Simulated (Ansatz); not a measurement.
BeTe:
```yaml
crystal:
  lattice:
    - [3.98522, 0.00000, 0.00000]
    - [-1.99261, 3.45130, 0.00000]
    - [0.00000, 0.00000, 6.58349]
  atoms:
    - { symbol: Be, position: [0.66667, 0.33333, 0.50079] }
    - { symbol: Be, position: [0.33333, 0.66667, 0.00079] }
    - { symbol: Te, position: [0.66667, 0.33333, 0.87421] }
    - { symbol: Te, position: [0.33333, 0.66667, 0.37421] }
```

Relaxed with r²SCAN. Independent-particle spectrum: no excitons, no local fields, no scissors shift; 0.1 eV broadening; ε₁ of the summed bands alone.

Tabulate the dielectric function from plane-wave PAW r²SCAN (Ansatz code).



```
E (eV)  ε₁ xx  ε₂ xx  ε₁ zz  ε₂ zz
------  -----  -----  -----  -----
0.0      6.94   0.00   7.11   0.00
0.3      6.96   0.00   7.13   0.00
0.6      7.01   0.00   7.18   0.00
0.9      7.09   0.00   7.27   0.00
1.2      7.21   0.00   7.40   0.00
1.5      7.37   0.00   7.58   0.00
1.8      7.58   0.00   7.81   0.00
2.1      7.86   0.00   8.11   0.00
2.4      8.21   0.00   8.50   0.00
2.7      8.66   0.00   9.02   0.00
3.0      9.25   0.00   9.71   0.00
3.3     10.07   0.00  10.70   0.00
3.6     11.25   0.02  12.28   0.02
3.9     13.15   0.39  15.40   1.09
4.2     15.57   1.11  17.66   4.99
4.5     19.83   4.37  18.12   9.07
4.8     26.51  10.05  17.15  13.82
5.1     13.77  27.46  15.25  19.72
5.4      3.32  27.75   6.19  26.52
5.7     -2.02  19.19  -1.65  19.84
6.0     -4.92  16.61  -5.64  16.27
6.3     -5.66  12.58  -6.15  12.40
6.6     -6.00  10.33  -6.44   9.91
6.9     -5.94   8.10  -6.18   6.97
7.2     -5.15   6.52  -4.69   6.01
7.5     -4.84   5.40  -4.29   4.99
7.8     -4.24   4.77  -3.58   4.50
8.1     -4.00   3.96  -3.46   4.29
8.4     -3.43   3.47  -3.26   3.90
8.7     -3.25   3.22  -3.54   3.54
9.0     -3.06   2.73  -3.27   2.69
9.3     -2.91   2.38  -2.92   2.23
9.6     -2.51   2.03  -2.41   1.91
9.9     -2.26   1.93  -2.23   1.98
10.2    -2.17   1.75  -2.12   1.70
10.5    -1.96   1.49  -1.90   1.53
10.8    -1.79   1.38  -1.79   1.38
11.1    -1.61   1.24  -1.59   1.25
11.4    -1.53   1.16  -1.50   1.15
11.7    -1.41   1.00  -1.35   0.98
12.0    -1.23   0.91  -1.19   0.92
```

From ε at 5.2 eV (xx: 10.99 + 25.62i), find n, k, the normal reflectivity and the absorption coefficient.

n = 4.41, k = 2.906, R = 53 %, α = 2kE/ħc = 1500000 cm⁻¹.

With all bands, ε∞ without local fields is 7.02 (xx = yy), 7.19 (zz).

Space group P6_3mc (wurtzite). The first step of the workflow began from a Materials Project structure, measured or hypothetical; the Crystallography Open Database copy checked does not list it. COD files the formula under space group No. 216, so this cell is another polymorph or a model. Its standing as an ambient phase is unchecked. The cell was relaxed with r²SCAN under the symmetry of its start; its stability against distortions is not shown here. Spin–orbit coupling is left out wherever it is not named.

Potentials: the later of the program's two PAW sets.
